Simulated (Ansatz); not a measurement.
## TaAgS₃, a database entry at a rescaled volume

```
CELL_PARAMETERS angstrom
1.68100 7.00229 0.00000
1.68100 -7.00229 0.00000
0.00000 0.00000 -7.71762
ATOMIC_POSITIONS crystal
Ta 0.26210 0.73790 0.75000
Ta 0.73790 0.26210 0.25000
S 0.89300 0.10700 0.75000
S 0.10700 0.89300 0.25000
Ag 0.00000 0.00000 0.50000
Ag 0.00000 0.00000 0.00000
S 0.67200 0.32800 0.57500
S 0.32800 0.67200 0.07500
S 0.32800 0.67200 0.42500
S 0.67200 0.32800 0.92500
```

The numbers come from plane-wave PAW DFT (Ansatz): r2SCAN, no spin polarisation, 500 eV, 8×8×4 Γ-centred k points, cold occupations (width 0.0129 eV). Nothing was relaxed.

- Contacts: S–Ag at 2.44 Å: least valence density 0.49 e/Å³ and ELF 0.31 there. Ta–S at 2.49 Å: least valence density 0.53 e/Å³ and ELF 0.37 there. S–S at 2.70 Å: least valence density 0.28 e/Å³ and ELF 0.19 there. Both are smooth PAW fields, read partly inside the augmentation spheres.
- Electronic structure: It is a semimetal on this mesh, with about 0.19 states/eV a cell as the mean within 0.25 eV of the Fermi level, mostly S p (51 %) and Ta d (28 %).
- Forces: The largest is on S8 (and as large on other atoms): 0.71 eV/Å, components (0.00, 0.07, 0.70). It makes 126° with the line to a nearest neighbour, Ta2 at 2.50 Å.
- Formation energy: -0.79 eV an atom against the elements' usual phases (free molecules for gases, crystals otherwise, with no correction for O₂ or N₂), so it is bound against them; other compounds may still compete. Relaxing would lower it.
- Charges: Bader charges in e: Ta +2.11, Ag +0.46, S -0.86. In the mean Ta gives up most and S takes most.
- Stress: The pressure is 3.6 GPa (compression positive), so with the atoms held at these fractions the cell would first expand.

Origin: a database entry at a rescaled volume.
